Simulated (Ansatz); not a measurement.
Rb$_{2}$SnHgTe$_{4}$:
Space group I-42m (No. 121); a = b = 8.9323 Å, c = 7.5001 Å, α = β = γ = 90.00°

| atom | site | symmetry | x | y | z |
|---|---|---|---|---|---|
| Rb | 4c | 222. | 0.0000 | 0.5000 | 0.0000 |
| Sn | 2b | -42m | 0.0000 | 0.0000 | 0.5000 |
| Hg | 2a | -42m | 0.0000 | 0.0000 | 0.0000 |
| Te | 8i | ..m | 0.3307 | 0.3307 | 0.2375 |
(The calculation used a cell of 8 atoms; values per cell refer to that cell.)

Relaxed at zero pressure with plane-wave PAW r²SCAN (Ansatz code).

**Question.** The volume is raised by 3 % and shape and atoms relax at that volume. What pressure results, and how do the axes share the change?

**Answer.** -0.5 GPa; a 1.1 %, b 1.1 %, c 0.8 %; the energy rises by 2 meV/atom.

**Question.** Give the new structure.

**Answer.** 
Space group I-42m (No. 121); a = b = 9.0299 Å, c = 7.5591 Å, α = β = γ = 90.00°

```csv
atom,site,symmetry,x,y,z
Rb,4c,222.,0.0000,0.5000,0.0000
Sn,2b,-42m,0.0000,0.0000,0.5000
Hg,2a,-42m,0.0000,0.0000,0.0000
Te,8i,..m,0.3328,0.3328,0.2370
```

The phase is kept; no other phase was compared at this pressure.

The workflow started from a Materials Project entry (that database holds measured and hypothetical structures alike); the Crystallography Open Database files this formula in space group No. 121, but the cells were not matched. Its standing as an ambient phase is unchecked. The cell was relaxed with r²SCAN under the symmetry of its start; whether a distortion lowers the energy is not shown. Spin–orbit coupling is left out wherever it is not named.

Potentials: the later of the program's two PAW sets.
